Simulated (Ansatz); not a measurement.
Ag₃Sb in space group Pmm2 (No. 25; Sb on 1a, Ag on 1c, Ag on 1b, Ag on 1d) under volume change, plane-wave PAW LDA (Ansatz code), shape and atoms relaxed at each volume.

```csv
V (Å³/atom),E − E(relaxed) (meV/atom),P (GPa)
16.578,59.3,12.99
17.125,24.2,7.73
17.671,5.5,3.42
18.218,0.0,-0.04
18.765,5.2,-2.91
19.311,19.2,-5.22
19.858,40.4,-7.17
```

What does a third-order Birch–Murnaghan fit give for V₀, B₀ and B′?

V₀ = 18.21 Å³/atom, B₀ = 106 GPa, B′ = 5.8.

The workflow started from an entry of the Crystallography Open Database (COD), which files this formula under 2 space groups. Its standing as an ambient phase is unchecked. The LDA relaxation kept the symmetry of its start; of distortions, only those at the zone centre were tested. The run is not spin-polarised. Spin–orbit coupling is left out wherever it is not named.

Potentials: the later of the program's two PAW sets.
